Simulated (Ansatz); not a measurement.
SrCdSiS₄:
```yaml
crystal:
  lattice:
    - [0.00000, 5.14505, -3.21266]
    - [0.00000, 5.14505, 3.21266]
    - [10.47260, 0.00000, 0.00000]
  atoms:
    - { symbol: Sr, position: [0.00201, 0.99799, 0.00000] }
    - { symbol: Sr, position: [0.00201, 0.99799, 0.50000] }
    - { symbol: Cd, position: [0.39689, 0.27703, 0.75000] }
    - { symbol: Cd, position: [0.72297, 0.60311, 0.25000] }
    - { symbol: Si, position: [0.72945, 0.70860, 0.75000] }
    - { symbol: Si, position: [0.29140, 0.27055, 0.25000] }
    - { symbol: S, position: [0.08313, 0.46187, 0.41492] }
    - { symbol: S, position: [0.53813, 0.91687, 0.58508] }
    - { symbol: S, position: [0.08313, 0.46187, 0.08508] }
    - { symbol: S, position: [0.53813, 0.91687, 0.91492] }
    - { symbol: S, position: [0.08523, 0.71209, 0.75000] }
    - { symbol: S, position: [0.28791, 0.91477, 0.25000] }
    - { symbol: S, position: [0.80597, 0.33071, 0.75000] }
    - { symbol: S, position: [0.66929, 0.19403, 0.25000] }
```

x, y and z are the axes in which the lattice vectors are written.

Task: Give the proper piezoelectric stress tensor with relaxed ions from PBE (plane waves, PAW; program Ansatz).

Result: In C/m², rows x, y, z, Voigt columns; mesh uncertainty up to 0.00.
```
 0.00   0.00   0.00   0.00  -0.17   0.00
 0.00   0.00   0.00  -0.19   0.00   0.00
-0.22  -0.26  -0.12   0.00   0.00   0.00
```

The elastic tensor of the same run (GPa):

```
49.7  17.5  22.1   0.0   0.0   0.0
17.5  62.4  20.7   0.0   0.0   0.0
22.1  20.7  84.6   0.0   0.0   0.0
 0.0   0.0   0.0  23.2   0.0   0.0
 0.0   0.0   0.0   0.0  16.5   0.0
 0.0   0.0   0.0   0.0   0.0  12.5
```

Task: Convert to strain constants d = e·S.

Result: In pC/N:
```
  0.0    0.0    0.0    0.0  -10.1    0.0
  0.0    0.0    0.0   -8.2    0.0    0.0
 -3.5   -3.3    0.3    0.0    0.0    0.0
```

Space group Ama2. The workflow started from an entry of the Crystallography Open Database (COD, 293 K). Its standing as an ambient phase is unchecked. The PBE relaxation kept the symmetry of its start; phonons on a q-mesh show no instability.

Potentials: the later of the program's two PAW sets.
